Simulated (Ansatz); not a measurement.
NaCl (rock salt)

```yaml
crystal:
  lattice:
    - [0.00000, 2.80101, 2.80101]
    - [2.80101, 0.00000, 2.80101]
    - [2.80101, 2.80101, 0.00000]
  atoms:
    - { symbol: Na, position: [0.00000, 0.00000, 0.00000] }
    - { symbol: Cl, position: [0.50000, 0.50000, 0.50000] }
```

The slice is a {100} plane (indices of the conventional cell) through the point (0.000, 0.000, 0.000) (fractional), spanned by u = [100] and v = [0 1 -1] in vectors of this cell: u (3.96 Å) and v (3.96 Å, at 90° to u). It covers one period; positions are fractions (u, v).

Method: PBEsol (plane waves to 420 eV, PAW, scalar-relativistic; Ansatz, a program for electronic structure). k mesh 10×10×10. These are valence fields of a PAW run, semicore shells included where kept as valence: close to a nucleus they are smooth pseudo fields. NaCl was relaxed with its symmetry unable to fall.

Task: Predict the map of the electron localisation function (ELF) on the slice.

Result: 
```tsv
v \ u	0.00	0.12	0.25	0.38	0.50	0.62	0.75	0.88
0.88	x	0.53	0.02	0.28	0.45	0.28	0.02	0.53
0.75	0.05	0.02	0.41	0.82	0.85	0.82	0.41	0.02
0.62	0.02	0.28	0.82	0.87	x	0.87	0.82	0.28
0.50	0.03	0.45	0.85	x	x	x	0.85	0.45
0.38	0.02	0.28	0.82	0.87	x	0.87	0.82	0.28
0.25	0.05	0.02	0.41	0.82	0.85	0.82	0.41	0.02
0.12	x	0.53	0.02	0.28	0.45	0.28	0.02	0.53
0.00	x	x	0.06	0.02	0.03	0.02	0.06	x
```

Values: electron localisation function (ELF). Points within 0.5 Å of a nucleus are blanked (x), as the pseudised field means little there.
